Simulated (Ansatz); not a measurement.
Data sheet: AlN (DFT)

AlN:
```cif
data_Al4N4
_chemical_formula_sum 'Al4 N4'
_space_group_name_H-M_alt 'Fm-3m'
_space_group_IT_number 225
_space_group_name_Hall '-F 4 2 3'
_cell_length_a 4.03657
_cell_length_b 4.03657
_cell_length_c 4.03657
_cell_angle_alpha 90.000
_cell_angle_beta 90.000
_cell_angle_gamma 90.000
loop_
_atom_site_label
_atom_site_type_symbol
_atom_site_symmetry_multiplicity
_atom_site_Wyckoff_symbol
_atom_site_fract_x
_atom_site_fract_y
_atom_site_fract_z
_atom_site_occupancy
Al1 Al 4 a 0.00000 0.00000 0.00000 1
N1 N 4 b 0.50000 0.50000 0.50000 1
```
(The calculation used a cell of 2 atoms; values per cell refer to that cell.)

Space group Fm-3m (No. 225), rock salt; conventional cell a = b = c = 4.037 Å, α = β = γ = 90.00°.

Method: r²SCAN (plane waves, PAW; program Ansatz). The cell and atoms are relaxed at this level. Other levels are named where they apply.

Cell and energy:

- Volume per atom: 8.22 Å³
- Density: 4.14 g/cm³
- Formation energy from the elements (no fitted shifts): -1.46 eV/atom

Electronic structure:

- Band gap = 5.52 eV (indirect)
- Valence-band maximum = at Γ
- Conduction-band minimum = at X (3 equivalent valleys)
- Smallest direct gap on the standard path = 6.54 eV
- Electron effective mass = 0.34, 0.34, 0.57 mₑ (principal values)
- Hole effective mass, band 1 of 3 at the edge = 0.89 along [100], 5.3 along [110], 2.0 along [111] (mₑ)
- Hole effective mass, band 2 of 3 at the edge = 0.89 along [100], 0.89 along [110], 2.0 along [111] (mₑ)
- Hole effective mass, band 3 of 3 at the edge = 0.33 along [100], 0.25 along [110], 0.24 along [111] (mₑ)
- HSE06 gap on the r²SCAN cell = 6.09 eV

Mechanics:

* **Bulk modulus (Birch–Murnaghan fit)**: 276 GPa
* **Pressure derivative B′**: 3.9
* **Elastic constants (relaxed ions, GPa)**: C11 = 469, C12 = 180, C44 = 339
* **Mechanical stability**: stable (all eigenvalues of C positive)
* **Hill bulk and shear moduli**: 276 and 241 GPa
* **Young's modulus**: 559 GPa
* **Poisson's ratio**: 0.16
* **Debye temperature from the elastic constants**: 1240 K

Charges:

* **Bader charges**: Al +2.54, N -2.54 e

This is a known high-pressure phase of the composition, computed here at zero pressure and temperature. The cell was relaxed with r²SCAN under the symmetry of its start; whether a distortion lowers the energy is not shown. The volume moved by -17 % from the start of the relaxation. The references are the lowest solids computed at this level, not always the standard phases (solids in place of the gases).

Potentials: the earlier of the program's two PAW sets. The files were generated under PBE; for other functionals the program regenerates the frozen cores, and for LDA and PBEsol the local potential too.
